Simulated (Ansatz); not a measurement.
Equation of state of SrPd₂

A database entry relaxed whole under r2SCAN (Fd-3m):

```
Sr Pd
1.0
     0.00000    3.93129    3.93129
     3.93129    0.00000    3.93129
     3.93129    3.93129    0.00000
Sr Pd
2 4
Direct
  0.00000 0.00000 0.00000
  0.25000 0.25000 0.25000
  0.62500 0.62500 0.62500
  0.12500 0.62500 0.62500
  0.62500 0.62500 0.12500
  0.62500 0.12500 0.62500
```

The cell was scaled uniformly, its shape held, and the atoms relaxed at each volume with plane-wave PAW DFT (Ansatz 0.2.0; r2SCAN, 500 eV, 8×8×8 Γ-centred mesh, fermi-dirac occupations of width 0.100 eV; no spin, no spin-orbit coupling). One row is withheld.

```csv
volume (Å³/atom),energy over the lowest (meV/atom),pressure (GPa)
19.038,22.8,6.47
19.443,9.6,4.04
19.848,?,?
20.253,0.0,-0.03
20.658,2.3,-1.73
21.063,8.7,-3.24
21.468,18.6,-4.57
```

**Question.** Fit the pressures of the other rows to the third-order Birch-Murnaghan form.

**Answer.** With f = [(V₀/V)^(2/3) − 1]/2 and P = 3B₀f(1 + 2f)^(5/2)[1 + 3(B₀′ − 4)f/2], least squares gives V₀ = 20.25 Å³ an atom, B₀ = 90.3 GPa and B₀′ = 4.9; the rows miss the fit by less than 0.01 GPa. The slope of the energies differs from these pressures by less than 0.05 GPa.

**Question.** What does the withheld row hold?

**Answer.** The fit gives 1.89 GPa at 19.848 Å³; the run gave 1.89 GPa and 2.2 meV an atom.

Caveats: the shape of the cell was held; 0 K, fixed nuclei; the symmetry was kept, and this need not be the phase that is stable at 0 K; one mesh for all volumes; pressure is positive in compression.
